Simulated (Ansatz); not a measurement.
Put Ge4Pd in P4/mmm (No. 123): Ge on 4i; Pd on 1a.

The calculation used DFT PBE, scalar-relativistic, plane waves, PAW (Ansatz). Cutoff 420 eV, Γ-centred mesh, Gaussian smearing, no spin polarisation.

The zero of energy is the elements' standard structures at the same level; no fitted shifts are applied.

Task: Predict the relaxed structure.

Result:

Space group P4/mmm (No. 123). a = 4.084 Å, b = 4.084 Å, c = 5.874 Å, α = 90.00°, β = 90.00°, γ = 90.00°
```json
{"atom": "Ge", "site": "4i", "symmetry": "2mm.", "x": "0.0000", "y": "0.5000", "z": "0.7203"}
{"atom": "Pd", "site": "1a", "symmetry": "4/mmm", "x": "0.0000", "y": "0.0000", "z": "0.0000"}
```

Around Ge lie 1 Ge at 2.59 Å, 2 Pd at 2.62 Å, 4 Ge at 2.89 Å and 1 Ge at 3.29 Å; around Pd lie 8 Ge at 2.62 Å. Another local minimum with the same sites may exist.

Task: Where does its energy lie, and is it a metal?

Result: The formation energy is +0.01 eV/atom and the gap on the 10×10×6 mesh of the 5-atom cell is 0 eV (a metal). The formation energy is too near zero to say whether this cell lies below the elements.

The last run used Gaussian smearing of 0.10 eV. For metals, differences of a few meV/atom aren't resolved. A structure relaxed within its symmetry needn't be a true minimum.
